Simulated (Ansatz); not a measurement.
A relaxed 1×1 slab of 4 planes, cut along (0001) from a hcp crystal of one element, has a cell area of 5.81 Å² and a bulk spacing of 2.459 Å between its first planes. All-electron LAPW in Ansatz 0.2.0 (PBEsol, scalar-relativistic, no spin polarisation) gives γ = 0.46 J/m², Φ = 4.19 eV and a change of the outer spacing of -2.3 %. The hcp structure needn't be the element's own.

Q: Which element is it?

A: Zn. Other candidates weren't computed, and some may come near.
